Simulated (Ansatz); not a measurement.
### Question
Each is relaxed and computed with PBEsol (plane waves, PAW; program Ansatz). Which alone has a direct gap?
A. NaCl, CsCl type
B. InCo3SnS2, R-3m (In on 3b, Co on 9e, Sn on 3a, S on 6c)
C. In2Te3, Imm2 (In on 4d, Te on 4d, Te on 2a)
D. Rb2LiInCl6, Fm-3m (Rb on 8c, Li on 4b, In on 4a, Cl on 24e)

### Answer
D, Rb2LiInCl6, Fm-3m (Rb on 8c, Li on 4b, In on 4a, Cl on 24e). Rb2LiInCl6: gap 2.89 eV (direct); In2Te3: gap 0.10 eV (indirect); NaCl: gap 4.00 eV (indirect); InCo3SnS2: gap 0.15 eV (indirect). Not the usual ambient phase: NaCl, CsCl type. Standing as an ambient phase not checked: Rb2LiInCl6, Fm-3m (Rb on 8c, Li on 4b, In on 4a, Cl on 24e); In2Te3, Imm2 (In on 4d, Te on 4d, Te on 2a); InCo3SnS2, R-3m (In on 3b, Co on 9e, Sn on 3a, S on 6c). Unstable at this level: NaCl, CsCl type. All cells were relaxed under the symmetry of their starts (and spin orders); stability against distortions was not tested throughout. Rows with no word on spin ran without spin polarisation. Spin–orbit coupling is left out wherever it is not named.

Potentials: the later of the program's two PAW sets.
